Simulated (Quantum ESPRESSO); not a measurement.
```cif
data_S4W2
_chemical_formula_sum 'S4 W2'
_space_group_name_H-M_alt 'P63/mmc'
_space_group_IT_number 194
_space_group_name_Hall '-P 6c 2c'
_cell_length_a 3.15382
_cell_length_b 3.15382
_cell_length_c 12.13835
_cell_angle_alpha 90.000
_cell_angle_beta 90.000
_cell_angle_gamma 120.000
loop_
_atom_site_label
_atom_site_type_symbol
_atom_site_symmetry_multiplicity
_atom_site_Wyckoff_symbol
_atom_site_fract_x
_atom_site_fract_y
_atom_site_fract_z
_atom_site_occupancy
S1 S 4 f 0.66667 0.33333 0.12024 1
W1 W 2 c 0.33333 0.66667 0.25000 1
```

Cell and atoms were relaxed with PBE+D3(BJ) from Materials Project entry mp-224, within its symmetry.

Q: What does PBEsol (pw.x of Quantum ESPRESSO, ONCV potentials, with spin-orbit coupling) give for the electronic structure near the Fermi level?

A: The PBEsol gap is indirect, 0.82 eV, from Γ to 43 % of the way from K to Γ; the smallest direct gap is 1.63 eV.
